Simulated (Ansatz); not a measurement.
## Pb: energy along a strain

Pb, P6_3/mmc, a = 3.480 Å, c = 5.590 Å (as given, not relaxed at this level: 1.0 GPa). This isn't the element's structure at ambient conditions. Ansatz: PBEsol, PAW, 420 eV, Γ-centred 15×15×10 mesh on 2 atoms, Gaussian smearing 0.15 eV; no spin polarisation. Cell vectors (Å): 3.480 0.000 0.000; -1.740 3.014 0.000; 0.000 0.000 5.590. The cell is strained by x per cent times the pattern (0 0 1 0 0 0) in the order xx yy zz yz xz xy (engineering shears), with fractional coordinates held. y is the free energy over the start, V0 = 29.314 Å³/atom.

| x (%) | y (meV/atom) |
| --- | --- |
| -2.00 | ? |
| -1.00 | 5.50 |
| 0.00 | 0.00 |
| 0.50 | -2.08 |
| 1.50 | -4.89 |
| 2.00 | -5.63 |

Problem. Fit y = c1 x + c2 x² + c3 x³ to the other rows, get the stiffness along the pattern, and predict the missing energy.

Solution. Least squares on the rows shown. y = −4.603 x + 0.8962 x² − 0.001047 x³. The clamped-ion stiffness p·C·p = 2 × 8.962 eV × 160.2 / 29.314 Å³ = 98 GPa, which is C33 in these axes (second derivative at the start, which stands under stress). At x = -2.00 the fit asked for gives 12.80 meV/atom. The run gave 12.66 meV/atom, so the fit is 0.14 meV/atom too high, a small miss on the scale of the series. The form still works here, 33 % of the fitted range beyond its end.

Spin–orbit coupling is left out, which can shift energies with elements as heavy as these.